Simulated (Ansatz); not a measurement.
Tl:
```cif
data_Tl4
_chemical_formula_sum 'Tl4'
_space_group_name_H-M_alt 'P63/mmc'
_space_group_IT_number 194
_space_group_name_Hall '-P 6c 2c'
_cell_length_a 3.47392
_cell_length_b 3.47392
_cell_length_c 11.24617
_cell_angle_alpha 90.000
_cell_angle_beta 90.000
_cell_angle_gamma 120.000
loop_
_atom_site_label
_atom_site_type_symbol
_atom_site_symmetry_multiplicity
_atom_site_Wyckoff_symbol
_atom_site_fract_x
_atom_site_fract_y
_atom_site_fract_z
_atom_site_occupancy
Tl1 Tl 2 a 0.00000 0.00000 0.00000 1
Tl2 Tl 2 c 0.33333 0.66667 0.25000 1
```

Relaxed with r²SCAN+D4.

Task: Which orbitals make up the states near the Fermi level in r²SCAN+D4 in the plane-wave PAW code Ansatz?

Result: Within 0.5 eV of the Fermi level: Tl 6p 79 %, Tl 6s 19 %. Projections are on Löwdin-orthogonalised atomic valence shells; empty p or d shells of many metals are not among them.

Task: Tabulate the density of states.

Result: States/eV per cell of 4 atoms, in 0.25 eV bins, energy from the Fermi level.

```tsv
E (eV)	total	Tl 6p	Tl 6s	Tl 5d
-7.85	0.97	0.42	0.52	0.02
-7.60	1.03	0.45	0.56	0.03
-7.35	1.10	0.46	0.60	0.03
-7.10	1.17	0.48	0.65	0.03
-6.85	1.24	0.49	0.71	0.04
-6.60	1.33	0.50	0.79	0.04
-6.35	1.43	0.50	0.89	0.04
-6.10	1.60	0.51	1.04	0.05
-5.85	1.86	0.52	1.28	0.06
-5.60	1.98	0.49	1.43	0.06
-5.35	1.96	0.44	1.47	0.05
-5.10	1.76	0.35	1.36	0.04
-4.85	1.93	0.32	1.55	0.04
-4.60	1.95	0.29	1.62	0.03
-4.35	2.52	0.30	2.18	0.04
-4.10	2.23	0.21	1.99	0.02
-3.85	0.35	0.02	0.33	0.00
-3.60	0.00	0.00	0.00	0.00
-3.35	0.00	0.00	0.00	0.00
-3.10	0.00	0.00	0.00	0.00
-2.85	0.00	0.00	0.00	0.00
-2.60	0.07	0.07	0.00	0.00
-2.35	0.33	0.31	0.02	0.00
-2.10	0.65	0.59	0.05	0.00
-1.85	1.03	0.91	0.10	0.01
-1.60	1.36	1.18	0.15	0.01
-1.35	1.50	1.30	0.17	0.02
-1.10	1.89	1.65	0.20	0.03
-0.85	2.08	1.78	0.25	0.03
-0.60	2.20	1.83	0.32	0.03
-0.35	2.53	2.08	0.39	0.03
-0.10	2.48	1.99	0.43	0.03
0.15	1.98	1.52	0.41	0.02
0.40	1.71	1.25	0.41	0.02
0.65	1.52	1.10	0.38	0.01
0.90	1.78	1.34	0.39	0.02
1.15	1.88	1.46	0.36	0.02
1.40	1.73	1.35	0.32	0.02
1.65	1.94	1.54	0.32	0.02
1.90	2.05	1.65	0.31	0.02
2.15	2.03	1.66	0.30	0.02
2.40	2.00	1.63	0.28	0.02
2.65	2.02	1.67	0.26	0.02
2.90	2.12	1.77	0.25	0.02
3.15	2.19	1.83	0.25	0.02
3.40	2.30	1.93	0.24	0.02
3.65	2.36	2.00	0.23	0.02
```

Space group P6_3/mmc (dhcp (α-La type)). The first step of the workflow began from a Materials Project structure, measured or hypothetical. Its sites differ from those of the usual phase in this space group: another stacking or structure type. Symmetry was held in the r²SCAN+D4 relaxation; its stability against distortions is not shown here. The pairwise dispersion correction was not fitted to metals. Scalar-relativistic: spin–orbit coupling is off unless named, which matters more the heavier the elements.

Potentials: the later of the program's two PAW sets.
